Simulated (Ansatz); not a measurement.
Ti2Sn:
Space group P6₃/mmc (No. 194); a = b = 4.7297 Å, c = 5.6209 Å, α = β = 90.00°, γ = 120.00°

```tsv
atom	site	symmetry	x	y	z
Ti	2d	-6m2	0.6667	0.3333	0.2500
Sn	2c	-6m2	0.3333	0.6667	0.2500
Ti	2a	-3m.	0.0000	0.0000	0.0000
```

Relaxed at zero pressure with r²SCAN in the plane-wave PAW code Ansatz.

Q: The volume is raised by 6 % and shape and atoms relax at that volume. What pressure results, and how do the axes share the change?

A: -6.3 GPa; a 1.9 %, b 1.9 %, c 2.1 %; the energy rises by 23 meV/atom.

Q: Give the new structure.

A: 
Space group P6₃/mmc (No. 194); a = 4.8196 Å, b = 4.8196 Å, c = 5.7379 Å, α = 90.00°, β = 90.00°, γ = 120.00°

| atom | site | symmetry | x | y | z |
|---|---|---|---|---|---|
| Ti | 2d | -6m2 | 0.6667 | 0.3333 | 0.2500 |
| Sn | 2c | -6m2 | 0.3333 | 0.6667 | 0.2500 |
| Ti | 2a | -3m. | 0.0000 | 0.0000 | 0.0000 |

The phase is kept; no other phase was compared at this pressure.

Space group P6_3/mmc. The workflow started from an entry of the Crystallography Open Database (COD). Its standing as an ambient phase is unchecked. Symmetry was held in the r²SCAN relaxation; its stability against distortions is not shown here. No spin polarisation was allowed. Axis ratios of metals converge slowly with the k-mesh, so a and c are less sure than the volume. Scalar-relativistic: spin–orbit coupling is off unless named, which matters more the heavier the elements.

Potentials: the later of the program's two PAW sets.
